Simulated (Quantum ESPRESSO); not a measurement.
KLuO$_{2}$ (space group R-3m, No. 166) has an indirect gap of 3.64 eV with PBEsol (pw.x of Quantum ESPRESSO, ONCV potentials, scalar-relativistic). After an isotropic strain (on all lattice vectors, atoms relaxed) the gap is indirect, 3.54 eV.

Task: Which strain was applied?
A. -3 %
B. +2 %
C. +1 %
D. -1.5 %
E. -0.7 %

Result: D, -1.5 %. Gaps found: -3 %: 3.41 eV (indirect); -1.5 %: 3.54 eV (indirect); -0.7 %: 3.60 eV (indirect); 0 %: 3.64 eV (indirect); 1 %: 3.50 eV (direct); 2 %: 3.32 eV (direct).

The structure is a Materials Project entry; no match was found in the copy of COD used, and its stability was not checked.
